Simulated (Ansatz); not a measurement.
## Structure relaxation of Y

Level of theory: DFT r2SCAN, scalar-relativistic, plane waves, PAW (Ansatz).

The start is a database structure of Y, space group Fm-3m (No. 225).

Input of the last, converged step (default PAW datasets):

```yaml
crystal:
  lattice:
    - [0.0, 2.5499566102, 2.5499566102]
    - [2.5499566102, 0.0, 2.5499566102]
    - [2.5499566102, 2.5499566102, 0.0]
  atoms:
    - { symbol: "Y", position: [0.0, 0.0, 0.0] }
basis:
  ecutwfc: 500
kpoints:
  mp_grid: { grid: [18, 18, 18] }
hamiltonian:
  xc: r2scan
scf:
  occupations: { method: gaussian, width: 0.1 }
output:
  forces: true
  stress: true
  eigenvalues: true
relax:
  adjacent_minimum: "off"
  f_tol: 0.01
  max_steps: 80
  cell: { stress_tol: 0.05 }
```

It can be run as:

```bash
ansatz run input.yaml --threads 1 --pin off --backend cpu --events-out ev --progress --plain --runs-dir out  # memory cap (--max-ram) not shown
```

End of the output:

```
SCF converged after 4 iterations
Free energy (F): -3859.663746 eV
Harris-Foulkes:  -3859.663746 eV  (|F-HF|=2.27e-12)
Internal energy: -3859.655867 eV  (E = F + TS)
E sigma→0 (E₀):  -3859.659807 eV
Entropy (-TS):   -0.007879 eV (-7.879 meV/atom)
Fermi energy:    9.320581 eV
--- Per-component energies (eV) ---
  E_band       = -131.010444
  E_kinetic    = 303.886323
  E_local      = -616.184414  (includes V_loc(G=0)·N_el)
  E_nonlocal   = 49.940066
  E_hartree    = 194.931096
  E_xc         = -167.218867
  E_vxc        = -221.032785  (∫ρ·V_xc dr)
  E_paw        = -2841.659754  (= ΣΔE_a)
  E_vpaw       = -49.621086  (= ΣTr[D̂ρ^β])
  E_aug_tail   = 0.000003  (compensation charges beyond the density's cutoff)
  E_vtau       = 12.139259  (kinetic-family band-sum trace: ∫τ·v_τ [+ j·A + Jᵃ·Aᵃ] dr)
  E_ewald      = -783.196366
  E_core_change = -0.153953  (= ΣΔE_core)
  E_smearing   = -0.007879  (= −TS)
  E_closure    =  0.000000  (closes the sum)
  Σ components = -3859.663746   (vs F -3859.663746, Δ=0.00e0)
--- Forces (eV/Å), atoms counted from 1 ---
  atom   1  Y      0.00000000     0.00000000     0.00000000
  max |Σ_I F_I| component: 4.11e-32 eV/Å
--- Stress (GPa, compression-positive) ---
        0.000746       0.000000       0.000000
        0.000000       0.000746       0.000000
        0.000000       0.000000       0.000746
  P = ⅓ Tr σ = 0.0007 GPa (0.007 kbar)
--- Relaxed structure (1 steps of the walk, 1 accepted, 1 SCFs on fresh bases) ---
  F+E_penalty+E_count = -3859.66374637 eV   max|allowed force component| = 0.000e0 eV/Å   (the final SCF, on the basis selected at the relaxed cell)
  cell:  # Å, volume = 33.1611 Å³
    - [0.0, 2.549957, 2.549957]
    - [2.549957, 0.0, 2.549957]
    - [2.549957, 2.549957, 0.0]
  atoms:
    - { symbol: Y, position: [0.0, 0.0, 0.0] }
```

Absolute energies hang on the potentials; compare differences alone.

The result has space group Fm-3m (No. 225). Y is coordinated by 12 Y at 3.61 Å.

Symmetry constrained the relaxation, so the result can be a saddle point.